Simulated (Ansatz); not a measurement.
GeSe:
```
CELL_PARAMETERS angstrom
      0.00000     3.17512     3.17512
      3.17512     0.00000     3.17512
      3.17512     3.17512     0.00000
ATOMIC_POSITIONS crystal
  Se 0.25000 0.25000 0.25000
  Ge 0.00000 0.00000 0.00000
```

Relaxed with PBE. Special points in fractions of this cell's reciprocal vectors: Γ (0.000, 0.000, 0.000); X (0.500, 0.000, 0.500); U (0.625, 0.250, 0.625); K (0.375, 0.375, 0.750); L (0.500, 0.500, 0.500); W (0.500, 0.250, 0.750).

**Question.** List the band energies nearest the Fermi level at these points for DFT-PBE in the program Ansatz with PAW potentials.

**Answer.** In eV from the Fermi level; about four levels below and three above (degenerate sets whole), none deeper than 8.9 eV; points with the same levels are listed once.

```
k                    below           above
-  -----------------------  --------------
Γ  -5.92 -2.34 -2.34 -2.34  1.23 1.23 1.23
X  -3.76 -3.76 -0.85 -0.01  4.57 4.57 6.40
U  -8.52 -4.29 -3.53 -0.62  1.32 3.61 3.78
L  -8.18 -2.96 -2.96 -2.48  2.15 2.15 3.91
W        -8.55 -4.13 -4.01  0.07 1.61 2.53
```

Space group F-43m (zinc blende). A made-up cell: these elements were put on the sites of a structure type; neither database checked (COD, Materials Project) lists it. It is not the phase usual at ambient conditions (space group No. 62). Symmetry was held in the PBE relaxation; whether a distortion lowers the energy is not shown. Spin–orbit coupling is left out wherever it is not named.

Potentials: the later of the program's two PAW sets.
